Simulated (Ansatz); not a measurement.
The cell of Hf3NbO2 is invented: random cell by space group and Wyckoff sites (P-3m1, No. 164). The dimensions are guesses.

```
Hf Nb O
1.0
     4.48076    0.00000    0.00000
    -2.24038    3.88045    0.00000
     0.00000    0.00000    5.20659
Hf Nb O
3 1 2
Direct
  0.50000 0.00000 0.00000
  0.00000 0.50000 0.00000
  0.50000 0.50000 0.00000
  0.00000 0.00000 0.50000
  0.33333 0.66667 0.47536
  0.66667 0.33333 0.52464
```

These are results of DFT PBE, scalar-relativistic, plane waves, PAW (Ansatz 0.2.0), not measurements. Cutoff 420 eV, Gaussian smearing, Γ-centred meshes. Cell and atoms relax first on a coarse mesh and then on a finer one. In between, the cell is made exact in the group found at 0.06 Å. In metals the finer mesh still leaves noise of several meV/atom or more. The steps can't lower the symmetry of their start. No spin polarisation.

A guess keeps its type if space group and coordination stay and the shape of the cell changes little (axis ratios within about 15 %, angles within 6°); the volume may change.

**Question.** Will the relaxed cell still be of the starting type?

**Answer.** It doesn't keep its type. The symmetry goes from P-3m1 (No. 164) to P6/mmm (No. 191). The volume per atom grows by 3.0 %, from 15.1 to 15.5 Å³. The shortest distance goes from 2.24 Å (Hf–Hf) to 2.27 Å (Hf–O). Counting neighbours within 15 % of an atom's shortest distance, the start has Hf 4, Nb 6, O 9 and the end Hf 4, Nb 2, O 6. In detail, at the end around Hf lie 4 O at 2.27 Å, 2 Hf at 2.75 Å, 4 Hf at 3.13 Å and 4 Nb at 3.42 Å; Nb has 2 Nb at 2.75 Å and 12 Hf at 3.42 Å; around O lie 6 Hf at 2.27 Å and 2 O at 2.75 Å.

Space group P6/mmm (No. 191). a = 6.254 Å, b = 6.254 Å, c = 2.752 Å, α = 90.00°, β = 90.00°, γ = 120.00°
```csv
atom,site,symmetry,x,y,z
Hf,3f,mmm,0.5000,0.0000,0.0000
Nb,1b,6/mmm,0.0000,0.0000,0.5000
O,2d,-6m2,0.3333,0.6667,0.5000
```

The last run used a 6×6×14 mesh (in the run's order of axes) for its 6-atom cell and Gaussian smearing of 0.10 eV. These runs have no spin–orbit coupling, which can matter for Hf. An odd number of electrons in the primitive cell allows no gap without spin; a larger cell or a magnetic state could open one. The cell is a metal run without spin; a magnetic state may lie lower. A structure relaxed within its symmetry needn't be a true minimum. Another cell of Hf3NbO2 relaxed alike, in P-3m1, lies 228 meV/atom lower, so this cell isn't the stable form at this level.
